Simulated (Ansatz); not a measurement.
NiGe:
```
CELL_PARAMETERS angstrom
      2.97694     0.00000     0.00000
      0.00000     2.97694     0.00000
      0.00000     0.00000     2.97694
ATOMIC_POSITIONS crystal
  Ni 0.00000 0.00000 0.00000
  Ge 0.50000 0.50000 0.50000
```

Relaxed with PBE. Special points in fractions of this cell's reciprocal vectors: Γ (0.000, 0.000, 0.000); X (0.000, 0.500, 0.000); M (0.500, 0.500, 0.000); R (0.500, 0.500, 0.500).

**Question.** List the band energies nearest the Fermi level at these points for DFT-PBE in the program Ansatz with PAW potentials.

**Answer.** In eV from the Fermi level; about four levels below and three above (degenerate sets whole), none deeper than 8.9 eV; … stands for higher levels left out; points with the same levels are listed once.

```json
[
 {"k": "Γ", "below": "-2.96 -2.96 -1.55 -1.55 -1.55", "above": "2.58 2.58 2.58"},
 {"k": "X", "below": "-2.43 -2.43 -1.51 -0.90", "above": "6.74 6.74 9.22"},
 {"k": "M", "below": "-1.98 -1.98 -1.09 -0.14", "above": "1.28 7.23 …"},
 {"k": "R", "below": "-4.77 -4.77 -4.77 -4.07 -1.06 -1.06", "above": "2.25 2.25 2.25"}
]
```

Space group Pm-3m (CsCl type). The cell is a constructed one: a structure type filled with these elements; neither database checked (COD, Materials Project) lists it. COD files the formula under space group No. 62, so this cell is another polymorph or a model. Whether it is the stable phase at ambient conditions was not checked. Symmetry was held in the PBE relaxation; whether a distortion lowers the energy is not shown. The workflow began spin-polarised and lost its moments. Scalar-relativistic: spin–orbit coupling is off unless named, which matters more the heavier the elements.

Potentials: the earlier of the program's two PAW sets.
